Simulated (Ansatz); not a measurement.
# Piezoelectric tensor of Mg3CdTe4

Method: DFT PBE, scalar-relativistic, plane waves, PAW in Ansatz 0.2.0. Cutoff 420 eV, 6×6×2 k-points (Γ-centred), fixed occupations. No spin polarisation.

The cell, relaxed at this level:
```xyz
8
Lattice="4.6281 0.0000 0.0000 0.0000 4.6281 0.0000 0.0000 0.0000 13.0369" Properties=species:S:1:pos:R:3 pbc="T T T"
Mg    2.3140    2.3140    3.2878
Mg    0.0000    0.0000    6.5184
Mg    2.3140    2.3140    9.7491
Cd    0.0000    0.0000    0.0000
Te    2.3140    0.0000    4.9029
Te    0.0000    2.3140    8.1339
Te    2.3140    0.0000   11.3541
Te    0.0000    2.3140    1.6828
```

The structure comes from a generated guess, relaxed at this level; another structure or a mixture of phases may lie lower. Spin–orbit coupling is left out, which matters for heavy elements.

(1) Give the relaxed-ion proper piezoelectric stress tensor e_iJ (C/m², Voigt columns xx yy zz yz xz xy).

(2) With the elastic constants (GPa, Voigt order)
C11 = 54.7, C12 = 19.4, C13 = 29.0, C22 = 54.7, C23 = 29.0, C33 = 43.9, C44 = 17.6, C55 = 17.6, C66 = 7.9 GPa; the others vanish.
find the strain coefficients d = e·C⁻¹ (pC/N).

Results:

(1)
```
x    0.000  0.000  0.000  0.000 -0.050  0.000
y    0.000  0.000  0.000  0.050  0.000  0.000
z   -0.065  0.065  0.000  0.000  0.000  0.000
```
Signs follow the orientation of the cell as given.

(2)
```
x    0.00  0.00  0.00  0.00 -2.85  0.00
y    0.00  0.00  0.00  2.85  0.00  0.00
z   -1.84  1.84  0.00  0.00  0.00  0.00
```
